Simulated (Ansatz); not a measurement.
One stationary structure of ZnSnP₂. Space group I-42d (No. 122), chalcopyrite type. All values below come from PBE (plane waves to 420 eV, PAW, scalar-relativistic; Ansatz, a first-principles code).

```cif
data_P4Sn2Zn2
_chemical_formula_sum 'Zn2 Sn2 P4'
_space_group_name_H-M_alt 'P 1'
_space_group_IT_number 1
_cell_length_a 6.99652
_cell_length_b 6.99652
_cell_length_c 6.99652
_cell_angle_alpha 131.903
_cell_angle_beta 131.903
_cell_angle_gamma 70.383
loop_
_space_group_symop_operation_xyz
  'x, y, z'
loop_
_atom_site_label
_atom_site_type_symbol
_atom_site_fract_x
_atom_site_fract_y
_atom_site_fract_z
_atom_site_occupancy
Zn1 Zn 0.75000 0.25000 0.50000 1
Zn2 Zn 0.00000 0.00000 0.00000 1
Sn1 Sn 0.25000 0.75000 0.50000 1
Sn2 Sn 0.50000 0.50000 0.00000 1
P1 P 0.10277 0.12500 0.47777 1
P2 P 0.64723 0.62500 0.52223 1
P3 P 0.37500 0.89723 0.02223 1
P4 P 0.87500 0.35277 0.97777 1
```

### Question
What band gap does PBE give?

### Answer
0.68 eV, direct at Γ (no spin-orbit coupling).

No spin polarisation in the result.

The run could not lose the symmetry of its start; a randomly shaken copy of 8 atoms returns to this structure.
